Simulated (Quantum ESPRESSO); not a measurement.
pw.x input (Quantum ESPRESSO 7.5; PBEsol, PseudoDojo standard norm-conserving files, scalar-relativistic):

```
&CONTROL
  calculation = 'scf'
  pseudo_dir = './pseudo'
  outdir = './out'
  tprnfor = .true.
  tstress = .true.
/
&SYSTEM
  ibrav = 0
  nat = 4
  ntyp = 2
  ecutwfc = 84.0
  ecutrho = 336.0
  occupations = 'smearing'
  smearing = 'fd'
  degauss = 0.002
  nbnd = 20
/
&ELECTRONS
  conv_thr = 4e-10
/
ATOMIC_SPECIES
O 15.9990 O.upf
Ba 137.3270 Ba.upf
CELL_PARAMETERS angstrom
  3.743414151093   0.000000000000   0.000000000000
 -1.871707075546   3.241891751732   0.000000000000
  0.000000000000   0.000000000000   6.533073399000
ATOMIC_POSITIONS crystal
O   0.000000000000   0.000000000000   0.500000000000
O   0.000000000000   0.000000000000   0.000000000000
Ba   0.333333333333   0.666666666667   0.250000000000
Ba   0.666666666667   0.333333333333   0.750000000000
K_POINTS automatic
9 9 4 0 0 0
```

End of the output:

```
     total energy              =    -178.38704194 Ry
     estimated scf accuracy    <       0.00000049 Ry
     total energy              =    -178.38704209 Ry
     estimated scf accuracy    <       0.00000018 Ry
     total energy              =    -178.38704212 Ry
     estimated scf accuracy    <          2.0E-09 Ry
[...]
     the Fermi energy is    10.6537 ev
!    total energy              =    -178.38704212 Ry
     estimated scf accuracy    <          1.8E-11 Ry
     smearing contrib. (-TS)   =       0.00000000 Ry
     internal energy E=F+TS    =    -178.38704212 Ry
     The total energy is F=E-TS. E is the sum of the following terms:
     one-electron contribution =     -15.84011400 Ry
     hartree contribution      =      27.68314750 Ry
     xc contribution           =     -42.98251464 Ry
     ewald contribution        =    -147.24756098 Ry
     convergence has been achieved in  17 iterations
     Forces acting on atoms (cartesian axes, Ry/au):
     atom    1 type  1   force =     0.00000000    0.00000000   -0.00000000
     atom    2 type  1   force =     0.00000000   -0.00000000    0.00000000
     atom    3 type  2   force =     0.00000000    0.00000000    0.00000000
     atom    4 type  2   force =     0.00000000    0.00000000    0.00000000
     Total force =     0.000000     Total SCF correction =     0.000000
     Computing stress (Cartesian axis) and pressure
          total   stress  (Ry/bohr**3)                   (kbar)     P=       -0.16
  -0.00000113   0.00000000   0.00000000           -0.17        0.00        0.00
   0.00000000  -0.00000113  -0.00000000            0.00       -0.17       -0.00
   0.00000000  -0.00000000  -0.00000102            0.00       -0.00       -0.15
```
In a gapped system the printed Fermi energy is only some level inside the gap.

Geometry relaxed with PBEsol.
